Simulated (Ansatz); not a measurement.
A generated cell, in the space group of a known form (sites not compared), of TiB$_{2}$: P6/mmm (No. 191), hP3; a = 3.025 Å, b = 3.025 Å, c = 3.223 Å, α = 90.00°, β = 90.00°, γ = 120.00°; Ti 1a (0.000, 0.000, 0.000); B 2d (0.333, 0.667, 0.500). These are r2SCAN (plane waves to 500 eV, PAW, scalar-relativistic; Ansatz, a quantum-chemistry and plane-wave program) values and carry that method's errors. Element references, the lowest calculated here: Ti (P6/mmm, not the ambient form), B (R-3m).

### Question
What is the computed formation energy of this P6/mmm form of TiB2 from the elements (r2SCAN)?

### Answer
-1.12 eV/atom.

A lower structure of this composition may exist.

Static energies, no anion corrections, no zero-point energy. Values are rounded to 0.01 eV/atom. Not shown to be the ambient phase of their composition (a lower form may be missing, and a cell relaxed within its start's symmetry can be a saddle point): TiB2 (P6/mmm). The compounds carry no spin polarisation.
